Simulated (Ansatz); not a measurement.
**Vibrations of Nb**

Nb in the bcc lattice, relaxed with PBE.

```
Nb
1.0
    -1.65648    1.65648    1.65648
     1.65648   -1.65648    1.65648
     1.65648    1.65648   -1.65648
Nb
1
Direct
  0.00000 0.00000 0.00000
```

Settings of the Ansatz calculation: PBE; all-electron PAW datasets (no frozen core) at 280 eV; k mesh 8×8×8; Fermi–Dirac smearing of 0.1 eV; no spin. Harmonic phonons by finite displacements in cells commensurate with each q, in cm⁻¹; i marks an unstable mode.

Caveats: coarse k mesh.

(1) Give all 3 branches at q = (0.5, -0.5, 0.5) and q = (0, 0, 0.5) (reciprocal cell vectors).

## Answers

(1) q = (0.5, -0.5, 0.5): 220 (×3). q = (0, 0, 0.5): 134, 177, 192.
